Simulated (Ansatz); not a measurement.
Question: Each is relaxed and computed with DFT-r²SCAN in the program Ansatz with PAW potentials. Which is the only one with a gap?
A) YNi2Ge2, I4/mmm (Y on 2a, Ni on 4d, Ge on 4e)
B) YSiRu, Pnma (Y on 4c, Si on 4c, Ru on 4c)
C) Cs2KYBr6, Fm-3m (K on 4b, Cs on 8c, Y on 4a, Br on 24e)
D) Mg6Ni16As7, Fm-3m (Pearson symbol cF116)

Answer: C, Cs2KYBr6, Fm-3m (K on 4b, Cs on 8c, Y on 4a, Br on 24e). Cs2KYBr6: gap 4.87 eV (direct); YSiRu: metal; Mg6Ni16As7: metal; YNi2Ge2: metal. Standing as an ambient phase not checked: Cs2KYBr6, Fm-3m (K on 4b, Cs on 8c, Y on 4a, Br on 24e); YSiRu, Pnma (Y on 4c, Si on 4c, Ru on 4c); Mg6Ni16As7, Fm-3m (Pearson symbol cF116); YNi2Ge2, I4/mmm (Y on 2a, Ni on 4d, Ge on 4e). All cells were relaxed under the symmetry of their starts (and spin orders); stability against distortions was not tested throughout. Rows with no word on spin ran without spin polarisation. Scalar-relativistic: spin–orbit coupling is off unless named, which matters more the heavier the elements.

Potentials: the later of the program's two PAW sets.
